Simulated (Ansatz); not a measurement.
LiNbO₃ (space group R-3c)

```xyz
10
Lattice="2.5923 1.4967 4.5630 -2.5923 1.4967 4.5630 0.0000 -2.9934 4.5630" Properties=species:S:1:pos:R:3 pbc="T T T"
Li     0.0000     0.0000    10.2667
Li     0.0000     0.0000     3.4222
Nb     0.0000     0.0000     0.0000
Nb     0.0000     0.0000     6.8445
O     -0.6301     1.4967     7.9852
O      0.6301    -1.4967     5.7037
O     -0.9811    -1.2940     7.9852
O      0.9811     1.2940     5.7037
O      1.6112    -0.2027     7.9852
O     -1.6112     0.2027     5.7037
```

Equation-of-state scan: isotropic scaling of the cell above, V₀ being its volume. The atoms relax within the cell's symmetry.

Level of theory: r2SCAN (plane waves to 500 eV, PAW, scalar-relativistic; Ansatz, an electronic-structure program). k mesh 8×8×8 (Γ-centred), Fermi-Dirac smearing 0.05 eV. The energy includes the smearing's −TS. Stress and pressure are positive under compression. With the shape held, the modulus is that of even scaling; a crystal free to change shape is softer. LiNbO3 is run without spin polarisation. LiNbO3 was relaxed with its symmetry unable to fall. This is one of several known forms of LiNbO3; the measured ambient cells at hand have space group No. 161. The zero of ΔE is the relaxed starting cell.

```csv
V (Å³/atom),ΔE (meV/atom)
8.923,withheld
9.348,97.3
9.773,39.7
10.198,9.1
10.622,0.0
11.047,7.8
11.472,29.0
11.897,60.8
12.322,100.8
```

Q: Fit a third-order Birch-Murnaghan form (E₀, V₀, B₀, B₀′ free) to the given rows and predict ΔE at V = 8.923.

A: Least squares on the 8 given rows: ΔE = E₀ + (9V₀B₀/16)·y²·[2 + (B₀′ − 4)y], y = (V₀/V)^(2/3) − 1, with V₀ = 10.622 Å³/atom, B₀ = 158.8 GPa (160.2 GPa = 1 eV/Å³; the term in eV is multiplied by 1000), B₀′ = 4.87, E₀ = 0.02 meV/atom; root-mean-square residual 0.05 meV/atom. At 8.923 the fit gives 189.5 meV/atom; the calculation gives 188.8 meV/atom, so the extrapolation is off by 0.7 (+0.4 %). For the pressure the fit gives 42.4 GPa against the computed 41.9 GPa.

(Under strain, the slope of the energy per volume gives the stress and its curvature an elastic modulus.)
